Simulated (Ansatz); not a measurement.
A geometry of Pt away from equilibrium: step 2 of the relaxation of a relaxed Pt cell, doubled along one cell vector, shaken by Gaussian noise of σ = 0.08 Å a coordinate. These are PBEsol (plane waves to 420 eV, PAW, scalar-relativistic; Ansatz, a first-principles code) values and carry that method's errors. Γ-centred k-mesh 8×15×14 on the run's cell (coarser than for final values), Fermi–Dirac smearing 0.05 eV.

```
CELL_PARAMETERS angstrom
     -3.28394     3.33561     2.67823
      1.65411    -1.67854     1.36747
      1.65973     1.69630    -1.35242
ATOMIC_POSITIONS crystal
  Pt 0.00363 0.00322 0.01416
  Pt 0.49635 0.02498 0.03412
```

Which atoms carry the largest force, and which way does it point?

0.82 eV/Å, on Pt1, Pt2 (atoms numbered as listed); on Pt1 its components are (0.64, -0.35, -0.38).

What is the pressure?

+2.8 GPa, compression positive.

How far above the relaxed end point is this geometry?

0.02 eV/atom; the path ends in I4/mmm (No. 139) (AFLOW prototype A_tI2_139_a (A_a)).

No spin polarisation in the result.

The run could not lose the symmetry of its start: the end is stationary, and may be a saddle point rather than a minimum.

The end of the path is a generated cell of Pt: the first start was made by placing the elements on the sites of a structure type, and the end was not matched to a known phase here, so it may be hypothetical. Known forms of Pt include space group No. 225.
